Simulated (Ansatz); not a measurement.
# Al3GaN4: the gap under strain

Al3GaN4, Pm, a = 5.038 Å, b = 3.125 Å, c = 5.410 Å, β = 90.0°. The structure is a Materials Project entry; whether it is the stable form wasn't checked. Ansatz: r2SCAN, PAW, 500 eV, Γ-centred 6×8×4 mesh on 8 atoms, Gaussian smearing 0.02 eV; no spin polarisation. Series: strain along c alone, the other axes held, atoms relaxed; x is the strain in per cent. The gap is sought over the whole zone.

| x (%) | gap y (eV) |
| --- | --- |
| -3.0 | ? |
| -1.5 | 4.272 |
| 0.0 | 4.146 |
| 1.5 | 3.990 |
| 3.0 | 3.829 |

Fit y = E0 + c1 x + c2 x² to the other rows, give the deformation potential for this strain, and predict the missing gap.

Least squares on the rows shown. y = 4.1422 − 0.093167 x − 0.0038889 x². The deformation potential is 100 c1 = -9.32 eV per unit strain. At x = -3.0 the fit asked for gives 4.387 eV. The run gave 4.311 eV, so the fit is 0.076 eV too high, 16 % of the span of the series, against an rms of 0.003 eV on the fitted rows. The row lies outside the fitted range. With a term in x³ added, a fit to the same known rows (none to spare) predicts 4.343 eV, which recovers part of the miss; the known rows don't hold the rest.

Semilocal functionals give gaps under the measured ones; changes of the gap mostly carry over better.

Cost: 5 runs of about 6.3 core-minutes in all, on Intel Xeon 6975P-C (Granite Rapids) (shared hosts).